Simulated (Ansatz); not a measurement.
CdSiP2:
```xyz
8
Lattice="-2.8221 2.8221 5.2499 2.8221 -2.8221 5.2499 2.8221 2.8221 -5.2499" Properties=species:S:1:pos:R:3 pbc="T T T"
Cd     0.0000     2.8221     2.6249
Cd     0.0000     0.0000     0.0000
Si     2.8221     0.0000     2.6249
Si     0.0000     0.0000     5.2499
P      1.4110     1.6519    -1.3125
P      1.4110     1.1702     3.9374
P      3.9922     1.4110     1.3125
P     -1.1702     1.4110     6.5623
```

Cartesian axes are those of the cell as given.

Give the high-frequency dielectric tensor and the Born effective charge tensors of the independent atoms from DFPT, the program Ansatz at the PBEsol level (PAW).


ε∞:
```
11.2  0.00  0.00
0.00  11.2  0.00
0.00  0.00  10.9
```
Z* of atom 1 (Cd), rows: field, columns: displacement, in e:
```
 2.04  -0.04   0.00
 0.04   2.04   0.00
 0.00   0.00   1.59
```
Z* of atom 3 (Si), rows: field, columns: displacement, in e:
```
 2.23  -0.09   0.00
 0.09   2.23   0.00
 0.00   0.00   2.49
```
Z* of atom 5 (P), rows: field, columns: displacement, in e:
```
-2.20   0.00  -0.39
 0.00  -2.08   0.00
-0.28   0.00  -2.04
```

Static charges for comparison (Bader): Cd1 +0.53, Si3 +1.89, P5 -1.21 e. Born charges measure polarisation by displacement and can exceed these by far.

Space group I-42d (chalcopyrite). Symmetry was held in the PBEsol relaxation. Spin–orbit coupling is left out wherever it is not named.

Potentials: the later of the program's two PAW sets.
